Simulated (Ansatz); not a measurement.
Several occupations of a zinc blende lattice at one composition, 2 Zn, 3 Cu, 5 Ag; 10 S. Sites, in fractions of the cell 2.789 2.789 5.577; -2.789 -2.789 5.577; 8.366 -5.577 2.789 Å:

| cell | sites |
| --- | --- |
| all | Ag (0.30 0.50 0.40), Ag (0.70 0.50 0.60), Cu (0.40 0.00 0.20), S (0.07 0.38 0.60), S (0.17 0.88 0.40), S (0.28 0.38 0.20), S (0.38 0.88 0.00), S (0.47 0.38 0.80), S (0.57 0.88 0.60), S (0.68 0.38 0.40), S (0.78 0.88 0.20), S (0.88 0.38 0.00), S (0.97 0.88 0.80) |
| 1 | Ag (0.10 0.50 0.80), Ag (0.50 0.50 0.00), Ag (0.60 0.00 0.80), Cu (0.20 0.00 0.60), Cu (0.80 0.00 0.40), Zn (0.00 0.00 0.00), Zn (0.90 0.50 0.20) |
| 2 | Ag (0.00 0.00 0.00), Ag (0.60 0.00 0.80), Ag (0.90 0.50 0.20), Cu (0.10 0.50 0.80), Cu (0.80 0.00 0.40), Zn (0.20 0.00 0.60), Zn (0.50 0.50 0.00) |
| 3 | Ag (0.00 0.00 0.00), Ag (0.10 0.50 0.80), Ag (0.80 0.00 0.40), Cu (0.50 0.50 0.00), Cu (0.90 0.50 0.20), Zn (0.20 0.00 0.60), Zn (0.60 0.00 0.80) |

Each was relaxed without symmetry on coarser meshes and computed once more. Computed with Ansatz, DFT PBE, scalar-relativistic, plane waves, PAW.

Cutoff 420 eV; k points 6×5×4 on the computed 20-atom cell (Γ-centred); Gaussian smearing, width 0.10 eV; no spin polarisation.

Warren–Cowley parameters of the first shell of the sublattice with most elements (negative: unlike neighbours preferred):
```csv
cell,Ag-Cu,Ag-Zn,Cu-Zn
1,0.00,0.00,-0.11
2,-0.28,-0.25,-0.25
3,-0.11,-0.33,0.44
```

Forces of up to 0.10 eV/Å remain on the final mesh.

**Question.** Which occupation is lowest in energy, and by how much?

**Answer.** Cells 3, 2 are lowest, within 8 meV/atom of each other and so too close to rank here.
```json
{"cell": "3", "E − E(lowest) (meV/atom)": "0.0", "V (Å³/atom)": "20.73"}
{"cell": "2", "E − E(lowest) (meV/atom)": "5.6", "V (Å³/atom)": "20.78"}
{"cell": "1", "E − E(lowest) (meV/atom)": "11.7", "V (Å³/atom)": "20.76"}
```

The final mesh leaves forces up to 0.10 eV/Å and stresses up to 0.7 GPa: the relaxation ran on a coarser mesh, so the cell's shape, its bonds and its energy belong partly to that mesh.

Cost: 6 runs of about 24 core-minutes in all (earlier runs that led there not counted), on Intel Xeon 6975P-C (Granite Rapids) (shared hosts).